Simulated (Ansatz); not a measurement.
Q: Name crystals whose computed values (plane-wave PAW PBEsol (Ansatz code)) fall in these windows: ε∞ 2.2 to 2.8; HSE06 gap (eV) 3.9 to 5.6; electron conductivity mass (mₑ) 0.38 to 0.55.

A: 

```
crystal                                                      ε∞  HSE06 gap (eV)  electron conductivity mass (mₑ)
---------------------------------------------------------  ----  --------------  -------------------------------
NaHO, P2_1/m (Na on 2e, H on 2e, O on 2e)                  2.43            4.84                             0.47
NaHO, Cmcm (Na on 4c, H on 4c, O on 4c)                    2.43            4.83                             0.47
Cs2KInCl6, Fm-3m (K on 4b, Cs on 8c, In on 4a, Cl on 24e)  2.78            5.18                             0.50
MgO, Pm-3n (Mg on 6c, O on 6d)                             2.66            4.49                             0.40
```
Others may fit too.

Not the usual ambient phase: MgO, Pm-3n (Mg on 6c, O on 6d). Standing as an ambient phase not checked: NaHO, P2_1/m (Na on 2e, H on 2e, O on 2e); NaHO, Cmcm (Na on 4c, H on 4c, O on 4c); Cs2KInCl6, Fm-3m (K on 4b, Cs on 8c, In on 4a, Cl on 24e). All cells were relaxed under the symmetry of their starts (and spin orders); stability against distortions was not tested throughout. Spin–orbit coupling is left out wherever it is not named.

Potentials: the later of the program's two PAW sets.
